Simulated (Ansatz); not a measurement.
Consider the following.

AlCo (CsCl type)

```
AlCo
1.0
    5.70415     0.00000     0.00000
    0.00000     2.85208     0.00000
    0.00000     0.00000     2.85208
Al Co
2 2
Direct
  0.00000   0.00000   0.00000
  0.50000   0.00000   0.00000
  0.25000   0.50000   0.50000
  0.75000   0.50000   0.50000
```

Scan: atom 3 (Co, nearest neighbour Al at 2.470 Å; its periodic images, 2.9 Å or more away, move with it) is displaced towards the nearest neighbour, direction (-0.577, -0.577, -0.577) in Cartesian axes, by s. The other atoms stay.

The numbers are results of PBE (plane waves to 420 eV, PAW, scalar-relativistic; Ansatz, a program for electronic structure), not measurements. k mesh 7×13×13 (Γ-centred), Fermi-Dirac smearing 0.05 eV. E stands for the smeared free energy. With partly filled bands, energies and forces of such displacements shift with the k mesh and the smearing. AlCo is run without spin polarisation. AlCo was relaxed with its symmetry unable to fall. ΔE is measured from the undisplaced structure.

The scan covers s from -0.490 to 0.490 Å in 11 points.

Question: Is the energy the same for equal positive and negative displacements?

Answer: Even: the same for both signs. With its periodic images moving along, the atom's site symmetry in this cell is 4/mmm.

Question: What force acts on the atom along the line at s = -0.490 Å?

Answer: 6.33 eV/Å.

Question: What is the energy change at s = 0.490 Å?

Answer: 1301 meV/cell.

Question: What is the force constant k = d²E/ds² of this move at s = 0?

Answer: 8.90 eV/Å².

(For displaced atoms, the force is minus the slope of the energy, and its curvature is a force constant, which sets phonon frequencies.)
